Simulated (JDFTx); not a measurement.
An input for JDFTx (a modified build) (Pt(100), linear PCM (GLSSA13), water, 1 M KF; bohr, hartree) and the course of its log:

```
lattice \
  5.2689874820 0.0000000000 0.0000000000 \
  0.0000000000 5.2689874820 0.0000000000 \
  0.0000000000 0.0000000000 45.1644543786
coords-type Lattice
ion Pt 0.0000000000 0.0000000000 -0.1649853560 0
ion Pt 0.5000000000 0.5000000000 -0.0824926780 0
ion Pt 0.0000000000 0.0000000000 0.0000000000 0
ion Pt 0.5000000000 0.5000000000 0.0824926780 0
ion Pt 0.0000000000 0.0000000000 0.1649853560 0
ion-species pseudo/pt_pbe_v1.4.upf
elec-cutoff 20 100
elec-ex-corr gga-PBE
coulomb-interaction Slab 001
coulomb-truncation-embed 0 0 0
kpoint-folding 8 8 1
elec-smearing Fermi 0.01
elec-n-bands 53
electronic-scf nIterations 100 energyDiffThreshold 1e-08 mixFraction 0.9
fluid LinearPCM
pcm-variant GLSSA13
fluid-solvent H2O
fluid-cation K+ 1
fluid-anion F- 1
fluid-minimize nIterations 400 knormThreshold 1e-11
wavefunction read vac.wfns
elec-initial-eigenvals vac.eigenvals
dump-name f0.$VAR
dump End State Ecomponents EigStats BandEigs Forces ElecDensity IonicPositions Fillings Kpoints Dtot FluidDebug BoundCharge FluidDensity
```

```
[one cycle in 5 is shown, and the last three; fluid-solver lines are left out]
	FillingsUpdate:  mu: -0.198289080  nElectrons: 80.000000
SCF: Cycle:  0   F: -444.746825521815254   dF: +2.697e-06   |Residual|: 6.727e-04   |deigs|: 1.774e-05
	FillingsUpdate:  mu: -0.198045938  nElectrons: 80.000000
SCF: Cycle:  5   F: -444.746832440580476   dF: -1.329e-07   |Residual|: 3.665e-05   |deigs|: 4.399e-05
	FillingsUpdate:  mu: -0.198017797  nElectrons: 80.000000
SCF: Cycle: 10   F: -444.746832457766857   dF: +2.882e-11   |Residual|: 6.961e-06   |deigs|: 5.797e-06
	FillingsUpdate:  mu: -0.198040041  nElectrons: 80.000000
SCF: Cycle: 15   F: -444.746832444474364   dF: -3.498e-08   |Residual|: 5.028e-05   |deigs|: 1.772e-05
	FillingsUpdate:  mu: -0.198042480  nElectrons: 80.000000
SCF: Cycle: 20   F: -444.746832426008098   dF: +1.907e-08   |Residual|: 2.692e-05   |deigs|: 6.619e-06
	FillingsUpdate:  mu: -0.198034416  nElectrons: 80.000000
SCF: Cycle: 25   F: -444.746832454844878   dF: -2.986e-08   |Residual|: 2.119e-05   |deigs|: 1.447e-05
	FillingsUpdate:  mu: -0.198033804  nElectrons: 80.000000
SCF: Cycle: 30   F: -444.746832454665139   dF: -1.539e-08   |Residual|: 1.837e-05   |deigs|: 1.041e-05
	FillingsUpdate:  mu: -0.198029231  nElectrons: 80.000000
SCF: Cycle: 35   F: -444.746832452804995   dF: +1.950e-09   |Residual|: 1.586e-05   |deigs|: 4.106e-06
	FillingsUpdate:  mu: -0.198009926  nElectrons: 80.000000
SCF: Cycle: 40   F: -444.746832354029664   dF: +1.011e-07   |Residual|: 5.837e-05   |deigs|: 1.891e-05
	FillingsUpdate:  mu: -0.198041791  nElectrons: 80.000000
SCF: Cycle: 45   F: -444.746832405959424   dF: +4.966e-08   |Residual|: 4.115e-05   |deigs|: 8.832e-06
	FillingsUpdate:  mu: -0.198017977  nElectrons: 80.000000
SCF: Cycle: 50   F: -444.746832448527186   dF: -2.897e-07   |Residual|: 2.051e-05   |deigs|: 1.854e-05
	FillingsUpdate:  mu: -0.198025895  nElectrons: 80.000000
SCF: Cycle: 55   F: -444.746832457302389   dF: -5.335e-08   |Residual|: 9.855e-06   |deigs|: 2.661e-05
	FillingsUpdate:  mu: -0.198040388  nElectrons: 80.000000
SCF: Cycle: 60   F: -444.746832452215244   dF: -1.080e-08   |Residual|: 1.687e-05   |deigs|: 3.782e-05
	FillingsUpdate:  mu: -0.198033874  nElectrons: 80.000000
SCF: Cycle: 65   F: -444.746832455788251   dF: -1.580e-08   |Residual|: 1.279e-05   |deigs|: 1.957e-05
	FillingsUpdate:  mu: -0.198024250  nElectrons: 80.000000
SCF: Cycle: 70   F: -444.746832448303735   dF: -8.444e-08   |Residual|: 2.074e-05   |deigs|: 9.610e-06
	FillingsUpdate:  mu: -0.198012642  nElectrons: 80.000000
SCF: Cycle: 75   F: -444.746832444230563   dF: -1.944e-08   |Residual|: 2.577e-05   |deigs|: 2.295e-05
	FillingsUpdate:  mu: -0.198040528  nElectrons: 80.000000
SCF: Cycle: 80   F: -444.746832451398802   dF: -1.147e-07   |Residual|: 1.616e-05   |deigs|: 1.660e-05
	FillingsUpdate:  mu: -0.198032910  nElectrons: 80.000000
SCF: Cycle: 85   F: -444.746832456005279   dF: -1.590e-08   |Residual|: 9.636e-06   |deigs|: 2.170e-05
	FillingsUpdate:  mu: -0.198021632  nElectrons: 80.000000
SCF: Cycle: 90   F: -444.746832456541483   dF: -2.797e-08   |Residual|: 5.543e-06   |deigs|: 2.793e-05
	FillingsUpdate:  mu: -0.198018102  nElectrons: 80.000000
SCF: Cycle: 95   F: -444.746832450612374   dF: -2.129e-07   |Residual|: 1.670e-05   |deigs|: 1.952e-05
	FillingsUpdate:  mu: -0.198002910  nElectrons: 80.000000
SCF: Cycle: 97   F: -444.746832421115982   dF: +2.486e-08   |Residual|: 3.481e-05   |deigs|: 3.297e-05
	FillingsUpdate:  mu: -0.198024573  nElectrons: 80.000000
SCF: Cycle: 98   F: -444.746832456989694   dF: -3.587e-08   |Residual|: 6.834e-06   |deigs|: 2.101e-05
	FillingsUpdate:  mu: -0.198031272  nElectrons: 80.000000
SCF: Cycle: 99   F: -444.746832441931929   dF: +1.506e-08   |Residual|: 2.514e-05   |deigs|: 6.968e-06
SCF: None of the convergence criteria satisfied after 100 iterations.
IonicMinimize: Iter:   0  F: -444.746832441931929  |grad|_K:  0.000e+00
IonicMinimize: Converged (|grad|_K<1.000000e-04).
```

This run gave no converged result. The loop ran out of cycles short of its threshold. It has stalled and not diverged: the last ten energies span 2e-07 Ha, so the total is near its end, but levels, forces and charges aren't shown converged.
